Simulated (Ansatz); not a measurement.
**(110) slab of zincblende SiC, 7.7 Å thick as cut, ended by F**

The calculation used DFT, PBEsol, PAW, plane waves in Ansatz 0.2.0.

Command:

```sh
ansatz run in.yaml --threads 8 --pin off --max-ram 118750MiB --runs-dir r --events-out ev --progress --plain --backend cuda --devices 0,
```

The input less its lattice and atoms:

```yaml
kpoints:
  mp_grid: { grid: [6, 4, 1] }
hamiltonian:
  xc: pbesol
scf:
  occupations: { method: fermi_dirac, width: 0.01 }
relax:
  f_tol: 0.03
  max_steps: 80
  escape_saddle: false
  adjacent_minimum: "off"
output:
  forces: true
  eigenvalues: true
  populations: true
```

Start:

```
Si C F
1.0
     2.17843   -2.17843    0.00000
     0.00000    0.00000    4.35685
   -16.40622  -16.40622    0.00000
Si C F
6 6 4
Direct
  0.99095 0.00898 0.59877
  0.00346 0.00066 0.33548
  0.99657 0.99814 0.46586
  0.48923 0.49622 0.53305
  0.50040 0.50658 0.66600
  0.50753 0.49769 0.39923
  0.99861 0.25181 0.53406
  0.99454 0.24852 0.66638
  0.98909 0.24993 0.40003
  0.51178 0.75208 0.46747
  0.50611 0.75220 0.59987
  0.49249 0.74571 0.33491
  0.99360 0.21232 0.27466
  0.00168 0.07952 0.71134
  0.50147 0.71520 0.72459
  0.50871 0.58321 0.28939
```

Steps:

| step | energy less the first (eV) | largest force component (eV/Å) |
| --- | --- | --- |
| start | 0.000 | 3.926 |
| 1 | -1.041 | 1.838 |
| 2 | -1.470 | 0.287 |
| 3 | -1.488 | 0.053 |
| 4 | -1.491 | 0.032 |
| 5 | -1.491 | 0.004 |

A structure on the way, about -1.04 eV from the start:

```xyz
16
Lattice="2.1784 -2.1784 0.0000 0.0000 0.0000 4.3569 -16.4062 -16.4062 0.0000" Properties=species:S:1:pos:R:3 pbc="T T T"
Si   -7.6510  -11.9848    0.0594
Si   -5.5156   -5.5187    4.3466
Si   -5.4835   -9.8247    0.0234
Si   -7.6754   -9.8331    2.2146
Si   -9.8201  -11.9951    2.2107
Si   -5.4677   -7.6756    2.1927
C    -8.7471   -8.7540    1.1403
C    -8.7547  -13.0932    1.1235
C    -4.3966   -8.7319    1.1105
C    -6.5648   -8.7687    3.3084
C    -8.7469  -10.9422    3.3185
C    -4.4136   -6.5664    3.2632
F    -2.3074   -6.6331    0.7336
F   -11.7065  -11.7125    0.3835
F   -10.8410  -13.0143    2.9604
F    -3.5998   -5.7951    2.5389
```

End:

```
Si C F
1.0
     2.17843   -2.17843    0.00000
     0.00000    0.00000    4.35685
   -16.40622  -16.40622    0.00000
Si C F
6 6 4
Cartesian
  -7.6343 -11.9874 0.0511
  -3.2968 -7.6499 0.0416
  -5.4697 -9.8228 0.0580
  -7.6749 -9.8495 2.2364
  -9.8478 -12.0225 2.2201
  -5.5102 -7.6849 2.2295
  -6.5560 -10.9091 1.1531
  -8.6935 -13.0466 1.1779
  -4.3726 -8.7257 1.1482
  -6.5885 -8.7632 3.3315
  -8.7719 -10.9466 3.3266
  -4.4511 -6.6257 3.3563
  -2.2475 -6.6006 0.5925
  -9.5038 -13.8569 0.3497
  -10.8971 -13.0717 2.7709
  -3.6407 -5.8154 2.5281
```

Self-consistency was reached.

Time: 4.8 s of wall time on one NVIDIA GB300 with 8 processor threads, on a host shared with other runs; peak host memory 1.8 GiB.

**Question.** How much energy did the relaxation gain, and which atom moved most?

**Answer.** 1.49 eV in 5 steps, from a start with small random displacements; atom 15 (F) moved 0.37 Å, the median atom 0.07 Å (drift of the whole cell removed).
